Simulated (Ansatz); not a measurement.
Total density of states per atom from DFT-r²SCAN in the program Ansatz with PAW potentials, in 0.25 eV bins, energy from the valence-band maximum:

```
E (eV) | states/eV/atom
    -7.88 |  0.00
    -7.63 |  0.00
    -7.38 |  0.00
    -7.13 |  0.00
    -6.88 |  0.01
    -6.63 | # 0.09
    -6.38 | #### 0.34
    -6.13 | #### 0.35
    -5.88 | ##### 0.42
    -5.63 | #### 0.31
    -5.38 | ############ 0.98
    -5.13 | ####### 0.56
    -4.88 | ##################### 1.75
    -4.63 | ########## 0.83
    -4.38 | ######### 0.77
    -4.13 | ######### 0.74
    -3.88 | ############ 0.98
    -3.63 | ########## 0.86
    -3.38 | ############## 1.14
    -3.13 | ########################## 2.13
    -2.88 | ############### 1.26
    -2.63 | ########### 0.87
    -2.38 |  0.00
    -2.13 |  0.00
    -1.88 |  0.00
    -1.63 |  0.00
    -1.38 |  0.01
    -1.13 | ################## 1.50
    -0.88 | ############################## 2.47
    -0.63 |  0.02
    -0.38 |  0.00
    -0.13 | ############################# 2.40
     0.12 |  0.00
     0.37 |  0.00
     0.62 |  0.00
     0.87 |  0.00
     1.12 |  0.00
     1.37 |  0.00
     1.62 |  0.00
     1.87 |  0.00
     2.12 |  0.00
     2.37 |  0.00
     2.62 |  0.00
     2.87 |  0.00
     3.12 |  0.00
     3.37 | ##### 0.45
     3.62 | ########### 0.91
     3.87 | ### 0.24
     4.12 |  0.00
     4.37 |  0.00
     4.62 |  0.00
     4.87 |  0.00
     5.12 |  0.00
     5.37 |  0.01
     5.62 |  0.02
     5.87 |  0.03
     6.12 |  0.04
     6.37 | # 0.05
     6.62 | # 0.06
     6.87 | # 0.06
     7.12 | # 0.08
     7.37 | # 0.09
     7.62 | # 0.11
     7.87 | # 0.11
     8.12 | ## 0.16
```

**Question.** Which compound is it?
A. MgNi3C, anti-perovskite
B. CaF2, fluorite
C. NaF, rock salt
D. KNiF3, cubic perovskite

**Answer.** D, KNiF3, cubic perovskite. Top 1 eV of the valence band: Ni 3d 81 %, F 2p 18 %. Bottom 1 eV of the conduction band: Ni 3d 85 %, F 2p 12 %. Projections are on Löwdin-orthogonalised atomic valence shells; empty p or d shells of many metals are not among them.

Space group Pm-3m (cubic perovskite). The workflow started from an entry of the Crystallography Open Database (COD). Whether it is the stable phase at ambient conditions was not checked. The cell was relaxed with r²SCAN under the symmetry of its start, as lowered by the spin order; its stability against distortions is not shown here. Magnetic state: antiferromagnetic, chosen from 4 collinear starts compared on coarse meshes (ties went to the first, and starts can fall back to one state), not a proven ground state. Other orbital occupations within this spin state were not tried. No Hubbard U is applied.

Potentials: the later of the program's two PAW sets.
